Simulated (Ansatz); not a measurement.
SnMo$_{2}$C:
```
SnMo2C
1.0
    3.19158     0.00000     0.00000
   -1.59579     2.76399     0.00000
    0.00000     0.00000    13.51519
Sn Mo C
2 4 2
Cartesian
  0.00000   1.84266  10.13639
  1.59579   0.92133   3.37880
  0.00000   1.84266   1.08737
  1.59579   0.92133   7.84497
  1.59579   0.92133  12.42782
  0.00000   1.84266   5.67022
  0.00000   0.00000   0.00000
  0.00000   0.00000   6.75760
```

Relaxed with PBE. Special points in fractions of this cell's reciprocal vectors: Γ (0.000, 0.000, 0.000); M (0.500, 0.000, 0.000); K (0.333, 0.333, 0.000); A (0.000, 0.000, 0.500); L (0.500, 0.000, 0.500); H (0.333, 0.333, 0.500).

### Question
List the band energies nearest the Fermi level at these points for PBE (plane waves, PAW; program Ansatz).

### Answer
In eV from the Fermi level; about four levels below and three above (degenerate sets whole), none deeper than 8.9 eV; points with the same levels are listed once.

| k | below | above |
|---|---|---|
| Γ | -0.44 -0.44 -0.26 -0.26 | 1.02 1.02 1.04 1.04 |
| M | -3.90 -2.94 -2.93 -0.05 | 0.10 0.42 0.47 |
| K | -0.97 -0.97 -0.65 -0.07 -0.07 | 0.09 1.35 1.35 |
| A | -0.35 -0.35 -0.35 -0.35 | 1.03 1.03 1.03 1.03 |
| L | -3.91 -3.91 -2.93 -2.93 | 0.18 0.18 0.25 0.25 |
| H | -1.73 -1.73 -1.16 -1.16 | 0.38 0.38 0.66 0.66 |

Space group P6_3/mmc. The start of the workflow was typed in or built on a structure type; neither database checked (COD, Materials Project) lists it. Whether it is the stable phase at ambient conditions was not checked. The cell was relaxed with PBE under the symmetry of its start; whether a distortion lowers the energy is not shown. The run is not spin-polarised. Scalar-relativistic: spin–orbit coupling is off unless named, which matters more the heavier the elements.

Potentials: the earlier of the program's two PAW sets.
